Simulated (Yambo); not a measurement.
RbH (rock salt, space group Fm-3m, No. 225); a = 4.248 Å, b = 4.248 Å, c = 4.248 Å, α = 60.00°, β = 60.00°, γ = 60.00°. With the G0W0 scissor the direct gap on the mesh is 5.27 eV.

Task: Can the lowest exciton of this BSE run be trusted, and with what binding energy? (Yambo, PBEsol bands; 10×10×10 mesh, 1 valence and 6 conduction bands, static screening with 24 bands and a 4 Ry block, scissor 2.54 eV, Tamm-Dancoff.)

Result: The mesh holds a bound state, but the numbers are provisional. These are vertical excitations (zero momentum). The lowest state lies at 4.61 eV (strong for light along x, 3 states within 2 meV), the direct quasiparticle gap on this mesh at 5.27 eV. Its binding energy, counted from that gap, is 0.66 eV; it spreads over about 62 k points of the mesh. Convergence with the mesh was not shown. The scissor comes from a G0W0 run whose convergence isn't established. 

Geometry of the Materials Project entry, not relaxed at this level.
